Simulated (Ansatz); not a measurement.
Mg2Sc3TiS8, one structure, two calculations

Cell: a Materials Project structure (computed, not necessarily an observed phase), taken as it stands.

Space group R-3m:H (No. 166); a = 7.5394, c = 18.1989 Å, γ = 120.00°.

| site | Wyckoff | site symmetry | x | y | z |
| --- | --- | --- | --- | --- | --- |
| Mg | 6c | 3m | 0.0000 | 0.0000 | 0.1247 |
| Sc | 9e | .2/m | 0.6667 | 0.8333 | 0.3333 |
| Ti | 3b | -3m | 0.0000 | 0.0000 | 0.5000 |
| S7 | 18h | .m | 0.3080 | 0.1540 | 0.4172 |
| S9 | 6c | 3m | 0.0000 | 0.0000 | 0.7418 |

One atom of each set is listed; the run and its k-mesh use a cell of 14 atoms with edges of 7.47, 7.47, 7.47 Å.

First run. All values are calculated (Ansatz; DFT, PBE, plane waves and PAW, scalar-relativistic, collinear spin, 420 eV cutoff, Γ-centred 5×5×5 k-points, Fermi–Dirac smearing 0.02 eV), not measured. Start moments as typed (μB): 1 on each Ti, none on the rest.

| site | V_zz (10²¹ V/m²) | η | m (μB) |
| --- | --- | --- | --- |
| Mg | 0.17 | 0.00 | 0.01 |
| Sc | -0.52 | 0.01 | 0.02 |
| Ti | -2.96 | 0.00 | 0.67 |
| S7 | 2.00 | 0.36 | -0.01 |
| S9 | 1.59 | 0.00 | 0.00 |

Second run. The same atoms and settings, except that the mesh is 6×6×6 and the Fermi–Dirac smearing is 0.05 eV.

Question: Given the first result, estimate the second.

Answer: 

```tsv
site	V_zz	η	change of V_zz	m (μB)
Mg	0.16	0.00	-0.01	0.01
Sc	-0.53	0.01	-0.01	0.02
Ti	-2.54	0.00	+0.42	0.66
S7	2.04	0.38	+0.04	-0.01
S9	1.61	0.00	+0.02	0.00
```

The largest change of V_zz is on Ti, from -2.96 to -2.54. In per cent, |V_zz| changes by -14 on Ti, +2 on S (all sites that start above 2).

Semilocal functionals can leave a metal where correlation in the d or f shell opens a gap in the real compound, and that would change the values at and beside Ti. All moments are parallel here, as the start or the cell imposes; many such compounds order antiparallel, where fields and spin densities carried over to other atoms largely cancel. The magnetic order is the one that the run reached from its start moments, not necessarily the measured one (the real compound may not order at all).
